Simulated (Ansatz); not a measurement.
Density of states of a Cu4RuPtRhAu cell (elements on a hcp lattice, relaxed), per eV and atom, broadened by Gaussian smearing of width 0.1 eV and averaged over bins of 0.3 eV, from 8 eV under the Fermi level at most up to where the solved bands end.

Level of theory: Ansatz 0.2.0, DFT PBE, scalar-relativistic, plane waves, PAW.

Plane waves to 420 eV, a k mesh through Γ of 7×7×4 on the computed 16-atom cell and Gaussian smearing (0.10 eV); no spin polarisation.

```xyz
16
Lattice="2.7067 -4.6935 -0.0729 2.6984 4.6888 0.0308 -0.0683 0.0965 8.7748" Properties=species:S:1:pos:R:3 pbc="T T T"
Cu    1.3096   -0.8219    1.0862
Cu    2.5973   -3.0902    1.0055
Cu    2.7211   -3.1093    5.4635
Cu    4.0774   -0.7239    5.3873
Cu    1.2566    0.8667    7.7146
Cu    4.0931    0.8286    3.2874
Cu    3.9632    0.8795    7.6365
Cu    2.7304    3.1993    3.2919
Ru    2.5634    1.5338    1.1552
Ru    2.6062   -1.4831    7.6157
Rh    2.6858   -1.5664    3.2864
Rh    1.3593    0.8653    3.2055
Pt    1.4019   -0.7478    5.4375
Pt    2.6977    1.6020    5.4144
Au    4.0059   -0.7215    1.1003
Au    2.6059    3.2151    7.6934
```

```csv
E − E_F (eV),total,Cu 3d,Au 5d,Pt 5d,Rh 4d
-7.90,0.084,0.001,0.001,0.001,0.000
-7.60,0.134,0.002,0.003,0.002,0.001
-7.30,0.147,0.003,0.007,0.004,0.002
-7.00,0.112,0.003,0.006,0.004,0.001
-6.70,0.172,0.006,0.014,0.006,0.003
-6.40,0.311,0.017,0.103,0.025,0.008
-6.10,0.813,0.052,0.354,0.072,0.023
-5.80,0.974,0.088,0.448,0.098,0.039
-5.50,1.028,0.109,0.458,0.136,0.060
-5.20,1.156,0.141,0.502,0.201,0.071
-4.90,1.091,0.151,0.414,0.244,0.077
-4.60,1.018,0.197,0.275,0.232,0.124
-4.30,1.144,0.291,0.211,0.249,0.178
-4.00,1.304,0.453,0.166,0.260,0.197
-3.70,1.251,0.560,0.105,0.196,0.177
-3.40,1.541,0.827,0.094,0.193,0.191
-3.10,1.947,1.247,0.099,0.182,0.168
-2.80,2.770,2.020,0.111,0.180,0.184
-2.50,3.229,2.455,0.101,0.181,0.220
-2.20,2.930,2.252,0.083,0.157,0.189
-1.90,2.388,1.755,0.077,0.138,0.186
-1.60,1.607,1.139,0.076,0.114,0.125
-1.30,1.499,0.933,0.067,0.176,0.159
-1.00,1.267,0.501,0.051,0.209,0.219
-0.70,1.539,0.457,0.063,0.227,0.283
-0.40,1.509,0.363,0.071,0.174,0.307
-0.10,1.218,0.218,0.048,0.119,0.332
0.20,0.849,0.121,0.032,0.089,0.195
0.50,0.602,0.065,0.023,0.059,0.115
0.80,0.352,0.031,0.011,0.029,0.060
```

The columns after the total are the largest Löwdin projections on the valence shells of the potentials, so they needn't add up, and the weight of a shell that a potential lacks goes to other orbitals. The cell has no gap on the mesh.

Spin-orbit coupling is left out, which matters for the bands of heavy elements.

Cost: 2 runs of about 19 core-minutes in all (earlier runs that led there not counted), on Intel Xeon Platinum 8259CL (Skylake/Cascade Lake) (shared hosts).